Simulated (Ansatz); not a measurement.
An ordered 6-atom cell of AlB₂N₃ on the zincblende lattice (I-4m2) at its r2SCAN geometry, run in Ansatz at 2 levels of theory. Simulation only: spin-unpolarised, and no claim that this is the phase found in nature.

The HSE06 input:
```yaml
crystal:
  lattice:
    - [-1.3554213628, 1.3554213628, 5.9444961113]
    - [1.3554213628, -1.3554213628, 5.9444961113]
    - [1.3554213628, 1.3554213628, -5.9444961113]
  atoms:
    - { symbol: B, position: [0.8244495004, 0.8244495004, 0.0] }
    - { symbol: "N", position: [0.25, 0.75, 0.5] }
    - { symbol: B, position: [0.1755504996, 0.1755504996, 0.0] }
    - { symbol: "N", position: [0.6022227784, 0.1022227784, 0.5] }
    - { symbol: Al, position: [0.5, 0.5, 0.0] }
    - { symbol: "N", position: [0.8977772216, 0.3977772216, 0.5] }
kpoints:
  mp_grid: { grid: [8, 8, 8] }
  band_path:
    path:
      - [0.0, 0.0, 0.0]
      - [0.0, 0.0, 0.5]
      - [0.25, 0.25, 0.25]
      - [0.0, 0.5, 0.0]
      - [0.5, 0.5, -0.5]
      - [0.2629974623, 0.7370025377, -0.2629974623]
      - [-0.2629974623, 0.2629974623, 0.2629974623]
      - [-0.0259949246, 0.0259949246, 0.5]
      - [0.5, 0.5, -0.0259949246]
    npoints: 1
hamiltonian:
  xc: hse06
scf:
  occupations: { method: fixed }
  n_extra_bands: 5
output:
  forces: true
  stress: true
  eigenvalues: true
```

Main results, then, where recorded, the levels near the gap in eV from the Fermi energy (columns number the bands from 0), one row a point of the path (Γ, X, P, N, M, S, S₀, R, G):
```
Crystal: 6 atoms, lattice volume = 43.684 Å³
Symmetry: 8 space group operations
Space group: I-4m2 (ITA 119)
```
```
Basis set: ecut = 420 eV, 871 PW (Γ), FFT grids on a1+a3, a2+a3, a3
k-points: 59 of 512 (time reversal used)
SCF 1 stopped early in 3 iterations: F = -2007.057760 eV  dr2 = 2.64e-4
Exchange kernel: α = 0.2500, screened, ω = 0.2079 Å⁻¹, Wigner–Seitz truncation, v(0) = 1046.5177 eV·Å³, q-mesh 8×8×8
SCF 2 stopped early in 7 iterations: F = -2007.795394 eV  dr2 = 2.49e-7
hybrid outer 1: dexx = +8.066e-3 eV, tail = 1.33e-5 eV
SCF 3 converged in 4 iterations: F = -2007.795417 eV  dr2 = 1.31e-9
hybrid outer 2: dexx = +1.735e-7 eV, tail = 6.16e-9 eV, Δε = 1.71e-3 eV, ΔF = 9.36e-4 eV/Å
Free energy (F): -2007.795417 eV
Fermi energy:    9.038945 eV
--- Forces (eV/Å), atoms counted from 1 ---
  atom   1  B       0.00000      0.00000    -0.03129
  atom   2  N       0.00000      0.00000      0.00000
  atom   3  B       0.00000      0.00000      0.03129
  atom   4  N       0.00000      0.00000      0.13927
  atom   5  Al      0.00000      0.00000      0.00000
  atom   6  N       0.00000      0.00000    -0.13927
--- Stress (GPa, compression-positive) ---
       -3.048812       0.000000       0.000000
        0.000000      -3.048812       0.000000
        0.000000       0.000000      -2.624934
  P = ⅓ Tr σ = -2.9075 GPa (-29.075 kbar)
```
```tsv
band_7	band_8	band_9	band_10	band_11	band_12	band_13	band_14
-2.748	-2.748	-0.285	0.000	0.000	5.951	6.142	7.589
-5.528	-5.298	-4.840	-4.216	-3.737	4.552	6.579	8.199
-5.654	-5.088	-4.641	-4.309	-3.823	4.904	5.896	8.251
-3.292	-2.580	-2.459	-1.713	-0.435	7.686	9.256	9.808
-2.392	-2.392	-2.040	-0.338	-0.338	4.635	7.620	8.949
-2.676	-2.379	-2.306	-2.018	-0.430	7.656	8.892	10.230
-2.676	-2.379	-2.306	-2.018	-0.430	7.656	8.892	10.230
-5.441	-5.208	-4.780	-4.249	-3.762	4.640	6.577	8.288
-5.441	-5.208	-4.780	-4.249	-3.762	4.640	6.577	8.288
```

HSE06 gives an indirect gap of 4.55 eV, from Γ to X; the least direct gap is 4.97 eV at M.

PBE0. Against the first input these blocks differ (the band path and keys that only write files left aside):
```yaml
hamiltonian:
  xc: pbe0
```

```
Basis set: ecut = 420 eV, 871 PW (Γ), FFT grids on a1+a3, a2+a3, a3
k-points: 59 of 512 (time reversal used)
SCF 1 stopped early in 3 iterations: F = -2007.058003 eV  dr2 = 2.64e-4
SCF 2 stopped early in 7 iterations: F = -2008.254742 eV  dr2 = 5.94e-7
hybrid outer 1: dexx = +1.076e-2 eV, tail = 1.78e-5 eV
SCF 3 converged in 4 iterations: F = -2008.254795 eV  dr2 = 2.16e-9
hybrid outer 2: dexx = +2.625e-7 eV, tail = 1.03e-8 eV, Δε = 2.09e-3 eV, ΔF = 1.61e-3 eV/Å
Free energy (F): -2008.254795 eV
Fermi energy:    8.652300 eV
--- Forces (eV/Å), atoms counted from 1 ---
  atom   1  B       0.00000      0.00000    -0.03336
  atom   2  N       0.00000      0.00000      0.00000
  atom   3  B       0.00000      0.00000      0.03336
  atom   4  N       0.00000      0.00000      0.12373
  atom   5  Al      0.00000      0.00000      0.00000
  atom   6  N       0.00000      0.00000    -0.12373
--- Stress (GPa, compression-positive) ---
       -3.044609       0.000000       0.000000
        0.000000      -3.044609       0.000000
        0.000000       0.000000      -2.665018
  P = ⅓ Tr σ = -2.9181 GPa (-29.181 kbar)
```
```tsv
band_7	band_8	band_9	band_10	band_11	band_12	band_13	band_14
-2.755	-2.755	-0.280	0.000	0.000	6.716	6.898	8.350
-5.552	-5.322	-4.862	-4.227	-3.750	5.305	7.348	8.968
-5.680	-5.107	-4.659	-4.323	-3.839	5.660	6.660	9.020
-3.311	-2.586	-2.465	-1.718	-0.444	8.455	10.031	10.585
-2.399	-2.399	-2.053	-0.341	-0.341	5.390	8.385	9.724
-2.683	-2.384	-2.314	-2.028	-0.439	8.425	9.665	11.008
-2.683	-2.384	-2.314	-2.028	-0.439	8.425	9.665	11.008
-5.464	-5.232	-4.802	-4.261	-3.775	5.393	7.346	9.057
-5.464	-5.232	-4.802	-4.261	-3.775	5.393	7.346	9.057
```

The PBE0 gap is indirect, 5.31 eV (Γ to X), below the direct gap of 5.73 eV at M. With the atoms held, the mean pressure is -2.9 GPa (compression positive). (The program warns that its thresholds are loose for a hybrid's stress.)

Totals of different functionals can't be compared.
